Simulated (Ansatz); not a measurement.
SiNi in space group Pnma (No. 62; Ni on 4c, Si on 4c) under volume change, the program Ansatz at the PBEsol level (PAW), shape and atoms relaxed at each volume.

```csv
V (Å³/atom),E − E(relaxed) (meV/atom),P (GPa)
10.741,63.5,20.50
11.095,27.1,12.90
11.449,6.4,5.97
11.803,0.0,0.00
12.158,5.8,-5.07
12.512,21.9,-9.36
12.866,46.6,-12.95
```

Q: What does a third-order Birch–Murnaghan fit give for V₀, B₀ and B′?

A: V₀ = 11.81 Å³/atom, B₀ = 180 GPa, B′ = 4.0.

Symmetry was held in the PBEsol relaxation. The workflow began spin-polarised and lost its moments.

Potentials: the later of the program's two PAW sets.
